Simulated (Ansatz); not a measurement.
All numbers below come from Ansatz 0.2.0, DFT PBE, scalar-relativistic, plane waves, PAW. Settings: cutoff 420 eV, Γ-centred meshes spaced at most about 0.3 Å⁻¹, and about 0.25 Å⁻¹ or finer for metals (2π included), Gaussian smearing. No spin polarisation in the final relaxations.

All energies are static (0 K, no zero-point motion).

Two forms of ScGa₃As₂ were relaxed alike.

A.

```
Sc Ga As
1.0
     4.68862    0.00000    0.00000
     0.00000    4.68862    0.00000
     0.00000    0.00000    6.06865
Sc Ga As
1 3 2
Direct
  0.00000 0.00000 0.00251
  0.50000 0.00000 0.31800
  0.00000 0.50000 0.31800
  0.50000 0.50000 0.55465
  0.50000 0.00000 0.77503
  0.00000 0.50000 0.77503
```

B.

```
Sc Ga As
1.0
     4.08001    0.00000    0.00000
     0.00000    4.08001    0.00000
     0.00000    0.00000    6.86596
Sc Ga As
1 3 2
Direct
  0.00000 0.00000 0.00000
  0.00000 0.50000 0.31912
  0.50000 0.00000 0.68088
  0.50000 0.50000 0.00000
  0.00000 0.50000 0.69287
  0.50000 0.00000 0.30713
```

**Question.** Which would you expect to be lower, and how large is the difference?

**Answer.** B is lower, by 210 meV/atom. A has space group P4mm (No. 99), 22.2 Å³/atom and no gap on its mesh; B has space group P-4m2 (No. 115), 19.0 Å³/atom and no gap. Counting As atoms around Ga and Sc (those within 1.25 times the shortest such distance or 1.15 times the sum of covalent radii, 1.27 where that leaves under three; a plus sign parts nearer from farther groups; the shortest distance is added where it exceeds 1.18 times the sum of covalent radii; a slash parts the counts of unlike sites), A has Sc 4, Ga 1+1/4 and B has Sc 4, Ga 4 from 2.9 Å/1+4. The denser one is the lower, and pressure would at first widen the difference. In A, Sc has 4 As at 2.72 Å and 4 Ga at 3.03 Å; Ga on a site of symmetry 2mm has 2 Ga at 2.75 Å, 1 As at 2.77 Å, 2 Sc at 3.03 Å, 1 As at 3.30 Å and 4 Ga at 3.32 Å; As has 3 Ga at 2.70–2.77 Å, 2 Sc at 2.72 Å, 1 Ga at 3.30 Å and 4 As at 3.32 Å; 1 more site not described. In B, around Sc lie 8 Ga at 2.89–2.99 Å and 4 As at 2.93 Å; around Ga on a site of symmetry 2mm lie 1 As at 2.57 Å, 4 As at 2.89 Å, 2 Ga at 2.99 Å and 2 Sc at 2.99 Å; As is surrounded by 1 Ga at 2.57 Å, 6 Ga at 2.89–2.93 Å and 2 Sc at 2.93 Å; 1 more site not described. Both come from invented guesses. A third cell relaxed alike, in P-3m1, lies 36 meV/atom below the lower of the two.

Cells relaxed within their symmetry can be saddle points.
